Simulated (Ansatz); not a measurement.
One crystal and one scan (energy over volume and axial ratio) at two levels, r2SCAN (plane waves to 500 eV, PAW, scalar-relativistic; Ansatz, an electronic-structure program) and PBE (plane waves to 420 eV, PAW, scalar-relativistic; Ansatz), each from its own relaxed cell and on its own mesh. The cell shown is that of r2SCAN.

Mg3Sb2 (A-La2O3 type, space group P-3m1)

```
CELL_PARAMETERS angstrom
      4.56691     0.00000     0.00000
     -2.28346     3.95506     0.00000
      0.00000     0.00000     7.24702
ATOMIC_POSITIONS crystal
  Sb 0.33333 0.66667 0.22875
  Sb 0.66667 0.33333 0.77125
  Mg 0.00000 0.00000 0.00000
  Mg 0.33333 0.66667 0.63354
  Mg 0.66667 0.33333 0.36646
```

Grid over V/V₀ and (c/a)/(c/a)₀, subscript 0 meaning the relaxed cell; the conventional c axis lies along z; no internal relaxation.

E stands for the smeared free energy. Mg3Sb2 was relaxed with its symmetry unable to fall. Spin-orbit coupling is left out, though Sb is heavy. As the atoms are clamped, bonds stretch with the cell, which overstates energies and stresses. Percentages come from the unrounded values. Both scans cover V/V₀ from 0.960 to 1.040 and (c/a)/(c/a)₀ from 0.920 to 1.080.

Results of r2SCAN:

- Lattice constant a (Å) = 4.567
- Lattice constant c (Å) = 7.247
- Relaxed volume (Å³/atom) = 26.18
- Modulus against c/a change at fixed volume, (3/4V)·∂²E/∂(ln c/a)² (fit, atoms clamped) (GPa) = 39

Problem. What does PBE give for the same quantities?

Solution. 
```
quantity                                                                                        PBE     r2SCAN − PBE
--------------------------------------------------------------------------------------------  -----  ---------------
Lattice constant a (Å)                                                                        4.596  -0.029 (-0.6 %)
Lattice constant c (Å)                                                                        7.272  -0.025 (-0.3 %)
Relaxed volume (Å³/atom)                                                                      26.60   -0.42 (-1.6 %)
Modulus against c/a change at fixed volume, (3/4V)·∂²E/∂(ln c/a)² (fit, atoms clamped) (GPa)     33       +6 (+17 %)
```

r2SCAN gives the higher value for: modulus against c/a change at fixed volume. r2SCAN gives the lower value for: lattice constant a; lattice constant c; relaxed volume.

(A scan under strain: stresses follow from slopes of the energy per volume, elastic moduli from its curvatures.)
